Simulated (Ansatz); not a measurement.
Relaxed candidate structures of Hf$_{3}$N$_{4}$:

A. P6₃/m (No. 176), hP14; a = 8.705 Å, b = 8.705 Å, c = 3.550 Å, α = 90.00°, β = 90.00°, γ = 120.00°; Hf 6h (0.153, 0.405, 0.250); N 6h (0.327, 0.313, 0.250); N 2c (0.333, 0.667, 0.250); non-magnetic

B. Im-3m (No. 229), cI14, AFLOW prototype A4B3_cI14_229_c_b (as in Pt3O4); a = b = c = 5.439 Å, α = β = γ = 90.00°; N 8c (0.250, 0.250, 0.250); Hf 6b (0.000, 0.000, 0.500); non-magnetic

C. I-43d (No. 220), cI28; a = 6.7079 Å, b = 6.7079 Å, c = 6.7079 Å, α = 90.00°, β = 90.00°, γ = 90.00°; Hf 12a (0.000, 0.250, 0.375); N 16c (0.065, 0.065, 0.065); non-magnetic

D. Fd-3m, origin choice 1 (No. 227), cF56; a = b = c = 9.042 Å, α = β = γ = 90.00°; Hf 16c (0.125, 0.125, 0.125); Hf 8b (0.500, 0.500, 0.500); N 32e (0.367, 0.367, 0.367); non-magnetic

Problem. Rank these by energy per atom (lowest first), as r2SCAN (plane waves to 500 eV, PAW, scalar-relativistic; Ansatz, an electronic-structure program) gives it.

Solution. D (reference, the lowest among the structures calculated here), C (+0.069 eV/atom), A (+0.132 eV/atom), B (+1.19 eV/atom)

Problem. Which candidates are metallic at this level, and what gaps do the others have?

Solution. No gap: B. A: 2.89 eV (no spin-orbit coupling); C: 1.36 eV (no spin-orbit coupling); D: 1.29 eV (no spin-orbit coupling).

Each run could gain symmetry but not lose that of its start, so entries can be saddle points. All of these are generated cells (placed on structure types, drawn at random, substituted or restacked) that were not matched to a known phase here. Each structure is listed in the lowest spin state found for it. The real structure of this composition may not be among these. Static energies at zero pressure. No spin polarisation in the result. Gaps of cells over 8 atoms come from the SCF mesh and high-symmetry points alone.
